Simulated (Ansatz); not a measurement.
Relaxation of a relaxed TiC cell displaced along its unstable phonon at q = (½, 0, 0) of its primitive reciprocal cell (66i cm⁻¹), largest move 0.15 Å; 8 atoms in the cell, which starts as Pm (No. 6), mP8; a = 2.6868 Å, b = 4.0144 Å, c = 8.0287 Å, α = β = γ = 90.00°. Level of theory: PBE (plane waves to 420 eV, PAW, scalar-relativistic; Ansatz, a program for electronic structure). Γ-centred k-mesh 4×8×12 on the run's cell (coarser than for final values), Fermi–Dirac smearing 0.05 eV. This is the first round of the run. 

The optimiser's lines from the output (shortened; P is positive under compression):

```
relax step   1: F+E_penalty+E_count = -11001.97653951 eV  Δ(F+E_penalty+E_count) = +0.000e0 eV  max|allowed force component| = 1.230e-1 eV/Å  Δτ_max = 0.0000 Å  P = -0.191 GPa  Ω = 86.595 Å³  (9 SCF iters, dr2 threshold 1.00e-7 eV, accepted)
relax step   2: F+E_penalty+E_count = -11001.99005659 eV  Δ(F+E_penalty+E_count) = -1.352e-2 eV  max|allowed force component| = 1.808e-1 eV/Å  Δτ_max = 0.0290 Å  P = -0.090 GPa  Ω = 86.764 Å³  (6 SCF iters, dr2 threshold 8.00e-7 eV, accepted)
relax step   3: F+E_penalty+E_count = -11002.09745248 eV  Δ(F+E_penalty+E_count) = -1.074e-1 eV  max|allowed force component| = 7.779e-1 eV/Å  Δτ_max = 0.1913 Å  P = -0.255 GPa  Ω = 87.753 Å³  (7 SCF iters, dr2 threshold 8.00e-7 eV, accepted)
relax step   4: F+E_penalty+E_count = -11002.19629740 eV  Δ(F+E_penalty+E_count) = -9.884e-2 eV  max|allowed force component| = 1.229e0 eV/Å  Δτ_max = 0.1949 Å  P = -1.624 GPa  Ω = 88.487 Å³  (7 SCF iters, dr2 threshold 8.00e-7 eV, accepted)
relax step   5: F+E_penalty+E_count = -11002.46542317 eV  Δ(F+E_penalty+E_count) = -2.691e-1 eV  max|allowed force component| = 9.279e-1 eV/Å  Δτ_max = 0.2000 Å  P = -1.744 GPa  Ω = 88.207 Å³  (7 SCF iters, dr2 threshold 8.00e-7 eV, accepted)
relax step   6: F+E_penalty+E_count = -11002.73128453 eV  Δ(F+E_penalty+E_count) = -2.659e-1 eV  max|allowed force component| = 1.909e0 eV/Å  Δτ_max = 0.1952 Å  P = +2.859 GPa  Ω = 86.688 Å³  (7 SCF iters, dr2 threshold 8.00e-7 eV, accepted)
relax step   7: F+E_penalty+E_count = -11003.17742543 eV  Δ(F+E_penalty+E_count) = -4.461e-1 eV  max|allowed force component| = 6.950e-1 eV/Å  Δτ_max = 0.2000 Å  P = +1.080 GPa  Ω = 87.025 Å³  (7 SCF iters, dr2 threshold 8.00e-7 eV, accepted)
relax step   8: F+E_penalty+E_count = -11003.27148101 eV  Δ(F+E_penalty+E_count) = -9.406e-2 eV  max|allowed force component| = 9.699e-1 eV/Å  Δτ_max = 0.1948 Å  P = +1.902 GPa  Ω = 87.066 Å³  (7 SCF iters, dr2 threshold 8.00e-7 eV, accepted)
relax step   9: F+E_penalty+E_count = -11004.17981068 eV  Δ(F+E_penalty+E_count) = -9.083e-1 eV  max|allowed force component| = 9.803e-1 eV/Å  Δτ_max = 0.1860 Å  P = -0.325 GPa  Ω = 90.075 Å³  (8 SCF iters, dr2 threshold 8.00e-7 eV, accepted)
relax step  10: F+E_penalty+E_count = -11004.68589443 eV  Δ(F+E_penalty+E_count) = -5.061e-1 eV  max|allowed force component| = 1.100e0 eV/Å  Δτ_max = 0.0898 Å  P = +0.018 GPa  Ω = 90.888 Å³  (7 SCF iters, dr2 threshold 8.00e-7 eV, accepted)
relax step  11: F+E_penalty+E_count = -11005.16973548 eV  Δ(F+E_penalty+E_count) = -4.838e-1 eV  max|allowed force component| = 1.393e0 eV/Å  Δτ_max = 0.1626 Å  P = +2.205 GPa  Ω = 91.319 Å³  (8 SCF iters, dr2 threshold 8.00e-7 eV, accepted)
relax step  12: F+E_penalty+E_count = -11005.95330539 eV  Δ(F+E_penalty+E_count) = -7.836e-1 eV  max|allowed force component| = 1.684e0 eV/Å  Δτ_max = 0.1633 Å  P = +0.887 GPa  Ω = 89.930 Å³  (8 SCF iters, dr2 threshold 8.00e-7 eV, accepted)
relax step  13: F+E_penalty+E_count = -11006.54971745 eV  Δ(F+E_penalty+E_count) = -5.964e-1 eV  max|allowed force component| = 2.043e0 eV/Å  Δτ_max = 0.1951 Å  P = -1.764 GPa  Ω = 89.177 Å³  (8 SCF iters, dr2 threshold 8.00e-7 eV, accepted)
relax step  14: F+E_penalty+E_count = -11007.36456181 eV  Δ(F+E_penalty+E_count) = -8.148e-1 eV  max|allowed force component| = 1.217e0 eV/Å  Δτ_max = 0.1697 Å  P = +0.431 GPa  Ω = 86.210 Å³  (8 SCF iters, dr2 threshold 8.00e-7 eV, accepted)
relax step  15: F+E_penalty+E_count = -11008.02205555 eV  Δ(F+E_penalty+E_count) = -6.575e-1 eV  max|allowed force component| = 1.426e0 eV/Å  Δτ_max = 0.1986 Å  P = +1.666 GPa  Ω = 83.194 Å³  (7 SCF iters, dr2 threshold 8.00e-7 eV, accepted)
relax step  16: F+E_penalty+E_count = -11008.74501878 eV  Δ(F+E_penalty+E_count) = -7.230e-1 eV  max|allowed force component| = 1.196e0 eV/Å  Δτ_max = 0.2000 Å  P = +0.610 GPa  Ω = 81.081 Å³  (7 SCF iters, dr2 threshold 8.00e-7 eV, accepted)
relax step  17: F+E_penalty+E_count = -11008.95570185 eV  Δ(F+E_penalty+E_count) = -2.107e-1 eV  max|allowed force component| = 5.786e-2 eV/Å  Δτ_max = 0.1583 Å  P = -0.078 GPa  Ω = 80.737 Å³  (7 SCF iters, dr2 threshold 8.00e-7 eV, accepted)
relax step  18: F+E_penalty+E_count = -11008.95702783 eV  Δ(F+E_penalty+E_count) = -1.326e-3 eV  max|allowed force component| = 1.107e-3 eV/Å  Δτ_max = 0.0072 Å  P = +0.392 GPa  Ω = 80.607 Å³  (6 SCF iters, dr2 threshold 8.00e-7 eV, accepted)
relax step  19: F+E_penalty+E_count = -11008.95700860 eV  Δ(F+E_penalty+E_count) = +1.923e-5 eV  max|allowed force component| = 1.213e-4 eV/Å  Δτ_max = 0.0001 Å  P = -0.014 GPa  Ω = 80.727 Å³  (6 SCF iters, dr2 threshold 6.26e-7 eV, accepted)
relax step  20: F+E_penalty+E_count = -11008.95701497 eV  Δ(F+E_penalty+E_count) = -6.367e-6 eV  max|allowed force component| = 1.296e-5 eV/Å  Δτ_max = 0.0000 Å  P = +0.002 GPa  Ω = 80.723 Å³  (6 SCF iters, dr2 threshold 3.53e-9 eV, accepted)
relax step  21: F+E_penalty+E_count = -11009.09626981 eV  Δ(F+E_penalty+E_count) = -1.393e-1 eV  max|allowed force component| = 1.285e-5 eV/Å  Δτ_max = 0.0000 Å  P = +1.895 GPa  Ω = 80.723 Å³  stress off target by 4.67e0 GPa  SCF on the basis re-selected at this cell (its energy is not comparable with the rows above)  (8 SCF iters)
relax step  22: F+E_penalty+E_count = -11009.10721284 eV  Δ(F+E_penalty+E_count) = -1.094e-2 eV  max|allowed force component| = 1.450e-3 eV/Å  Δτ_max = 0.0001 Å  P = +0.120 GPa  Ω = 81.281 Å³  (6 SCF iters, dr2 threshold 8.00e-7 eV, accepted)
relax step  23: F+E_penalty+E_count = -11009.10721504 eV  Δ(F+E_penalty+E_count) = -2.198e-6 eV  max|allowed force component| = 3.377e-4 eV/Å  Δτ_max = 0.0001 Å  P = -0.001 GPa  Ω = 81.320 Å³  (6 SCF iters, dr2 threshold 2.52e-7 eV, accepted)
relax step  24: F+E_penalty+E_count = -11009.10818789 eV  Δ(F+E_penalty+E_count) = -9.728e-4 eV  max|allowed force component| = 3.399e-4 eV/Å  Δτ_max = 0.0000 Å  P = +0.010 GPa  Ω = 81.320 Å³  stress off target by 2.96e-2 GPa  SCF on the basis re-selected at this cell (its energy is not comparable with the rows above)  (6 SCF iters)
relax step  25: F+E_penalty+E_count = -11009.10818384 eV  Δ(F+E_penalty+E_count) = +4.042e-6 eV  max|allowed force component| = 2.412e-5 eV/Å  Δτ_max = 0.0000 Å  P = -0.000 GPa  Ω = 81.323 Å³  (6 SCF iters, dr2 threshold 2.19e-9 eV, accepted)
relax step  26: F+E_penalty+E_count = -11009.10818998 eV  Δ(F+E_penalty+E_count) = -6.137e-6 eV  max|allowed force component| = 2.404e-5 eV/Å  Δτ_max = 0.0000 Å  P = -0.000 GPa  Ω = 81.323 Å³  stress off target by 4.55e-4 GPa  SCF on the basis re-selected at this cell (its energy is not comparable with the rows above)  (6 SCF iters)
```

From the first to the last row the energy changes by -0.89 eV/atom and the volume by -6.1 %. The last row is marked as not comparable with the walk above it, whose basis was carried along; it does compare with step 1, since both stand on a basis selected at the nominal cutoff for their own cell.

Energy and pressure jump between steps 20 and 21 at one geometry, where the plane-wave basis was selected anew. While the cell walks, the set of plane waves is carried along, so its effective cutoff drifts with the strain; re-selecting it at 420 eV moved the energy by -0.017 eV/atom and the pressure by 1.9 GPa. Only step 1 and rows on a re-selected basis compare with each other.

Later rounds, restarted from the end of this one on a renewed k-mesh, logged 6 more steps and released under 0.01 eV/atom more. The final structure after all rounds: Fm-3m (No. 225), cF8, rock salt type; a = 4.333 Å, b = 4.333 Å, c = 4.333 Å, α = 90.00°, β = 90.00°, γ = 90.00°. Between re-selections the logged energies stand on a plane-wave basis carried along with the cell. No spin polarisation in the result.

The run could not lose the symmetry of its start.

Of the parent cell (P4/nmm (No. 129)): it is a generated cell of TiC: the first start was made by placing the elements on the sites of a structure type, and the end was not matched to a known phase here, so it may be hypothetical. Known forms of TiC include space group No. 225.
